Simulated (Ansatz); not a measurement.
BaCuSF:
```yaml
crystal:
  lattice:
    - [4.09288, 0.00000, 0.00000]
    - [0.00000, 4.09288, 0.00000]
    - [0.00000, 0.00000, 9.06911]
  atoms:
    - { symbol: Ba, position: [0.00000, 0.50000, 0.82094] }
    - { symbol: Ba, position: [0.50000, 0.00000, 0.17906] }
    - { symbol: Cu, position: [0.50000, 0.50000, 0.50000] }
    - { symbol: Cu, position: [0.00000, 0.00000, 0.50000] }
    - { symbol: S, position: [0.00000, 0.50000, 0.35676] }
    - { symbol: S, position: [0.50000, 0.00000, 0.64324] }
    - { symbol: F, position: [0.50000, 0.50000, 0.00000] }
    - { symbol: F, position: [0.00000, 0.00000, 0.00000] }
```

Relaxed with r²SCAN.

Give the optical modes at the zone centre with their infrared and Raman activity from DFPT, plane-wave PAW r²SCAN (Ansatz code).

Transverse frequencies, without the LO–TO term; a row sums one degenerate level.

```
ω (cm⁻¹)  degeneracy  IR ((D/Å)²/amu)  Raman (Å⁴/amu)  activity  symmetry
--------  ----------  ---------------  --------------  --------  --------
47                 2             0.00              16     Raman        Eg
67                 2             0.03               0        IR        Eu
84                 2             0.00             2.0     Raman        Eg
95                 1             0.00              44     Raman       B1g
105                1             1.31               0        IR       A2u
147                2            20.12               0        IR        Eu
149                1             0.00             6.7     Raman       A1g
150                1             7.63               0        IR       A2u
209                2            12.30               0        IR        Eu
214                1             0.00              47     Raman       B1g
223                2             0.00              15     Raman        Eg
266                1             0.00             170     Raman       A1g
282                2             0.00              15     Raman        Eg
298                1            10.97               0        IR       A2u
```

How high does the top mode go among those that the LO–TO term moves?

272 cm⁻¹ for q along x, 272 cm⁻¹ for q along y, 374 cm⁻¹ for q along z.

Space group P4/nmm. The first step of the workflow began from a Materials Project structure, measured or hypothetical; the Crystallography Open Database copy checked does not list it. Its standing as an ambient phase is unchecked. The r²SCAN relaxation kept the symmetry of its start; phonons on a q-mesh show no instability. The run is not spin-polarised. No Hubbard U is applied. Spin–orbit coupling is left out wherever it is not named.

Potentials: the earlier of the program's two PAW sets.
